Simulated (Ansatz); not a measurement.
RuC:
```
RuC
1.0
    2.63329     0.00000     0.00000
    0.00000     2.63329     0.00000
    0.00000     0.00000     2.63329
Ru C
1 1
Direct
  0.00000   0.00000   0.00000
  0.50000   0.50000   0.50000
```

Relaxed with PBEsol. Special points in fractions of this cell's reciprocal vectors: Γ (0.000, 0.000, 0.000); X (0.000, 0.500, 0.000); M (0.500, 0.500, 0.000); R (0.500, 0.500, 0.500).

Q: List the band energies nearest the Fermi level at these points for plane-wave PAW PBEsol (Ansatz code).

A: In eV from the Fermi level; about four levels below and three above (degenerate sets whole), none deeper than 8.9 eV; points with the same levels are listed once.

```
k                          below                     above
-  -----------------------------  ------------------------
Γ  -6.02 -6.02 -0.09 -0.09 -0.09            0.05 0.05 0.05
X              -5.15 -4.35 -4.35       0.22 1.79 5.34 5.34
M  -4.94 -4.94 -4.69 -2.06 -2.06            1.41 1.68 1.77
R        -8.82 -8.82 -8.82 -7.90  1.92 1.92 5.76 5.76 5.76
```

Space group Pm-3m (CsCl type). A made-up cell: these elements were put on the sites of a structure type; neither database checked (COD, Materials Project) lists it. Its standing as an ambient phase is unchecked. Symmetry was held in the PBEsol relaxation. At this level the phase is dynamically unstable (imaginary phonons). The run is not spin-polarised. Spin–orbit coupling is left out wherever it is not named.

Potentials: the earlier of the program's two PAW sets. The files were generated under PBE; for other functionals the program regenerates the frozen cores, and for LDA and PBEsol the local potential too.
